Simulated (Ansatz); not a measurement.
Input:

SnO2:
```yaml
crystal:
  lattice:
    - [4.72180, 0.00000, 0.00000]
    - [0.00000, 4.72329, 0.00000]
    - [0.00000, 0.00000, 3.19029]
  atoms:
    - { symbol: Sn, position: [0.50000, 0.50000, 0.50000] }
    - { symbol: Sn, position: [0.00000, 0.00000, 0.00000] }
    - { symbol: O, position: [0.30600, 0.30614, 0.00000] }
    - { symbol: O, position: [0.69400, 0.69386, 0.00000] }
    - { symbol: O, position: [0.80600, 0.19386, 0.50000] }
    - { symbol: O, position: [0.19400, 0.80614, 0.50000] }
```

This is the LDA-relaxed structure.

Task: All from the program Ansatz at the LDA level (PAW), unless another level is named. Predict the Born charges (a third of the trace).

Result: Sn +4.26, O -2.13 e.

Task: What about the static dielectric constant ε0 (ions relaxed, cell fixed)?

Result: 13.0 (xx = yy), 10.1 (zz).

Task: Next, the electronic dielectric constant ε∞ (DFPT)?

Result: 4.43 (xx = yy), 4.77 (zz).

Space group P4_2/mnm (rutile). Symmetry was held in the LDA relaxation; of distortions, only those at the zone centre were tested. Scalar-relativistic: spin–orbit coupling is off unless named, which matters more the heavier the elements.

Potentials: the later of the program's two PAW sets.
